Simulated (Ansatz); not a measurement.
MoRu (rock salt, Fm-3m) under volume change, the program Ansatz at the r²SCAN level (PAW), scaled uniformly.

| V (Å³/atom) | E − E(relaxed) (meV/atom) | P (GPa) |
|---|---|---|
| 14.830 | [?] | [?] |
| 15.319 | 47.1 | 16.30 |
| 15.808 | 11.1 | 7.50 |
| 16.296 | 0.0 | 0.00 |
| 16.785 | 10.0 | -6.37 |
| 17.274 | 37.9 | -11.79 |
| 17.763 | [?] | [?] |

Task: Complete the blanks.

Result: 
- 17.763, E − E(relaxed) (meV/atom): 81.1
- 17.763, P (GPa): -16.37
- 14.830, E − E(relaxed) (meV/atom): 112.2
- 14.830, P (GPa): 26.63

Task: What does a third-order Birch–Murnaghan fit give for V₀, B₀ and B′?

Result: V₀ = 16.30 Å³/atom, B₀ = 230 GPa, B′ = 4.4.

The start of the workflow was typed in or built on a structure type; neither database checked (COD, Materials Project) lists it. Its standing as an ambient phase is unchecked. The cell was relaxed with r²SCAN under the symmetry of its start. At this level the phase is mechanically unstable. No spin polarisation was allowed. Its formation energy is positive at this level, so the cell may be metastable or incomplete.

Potentials: the later of the program's two PAW sets.
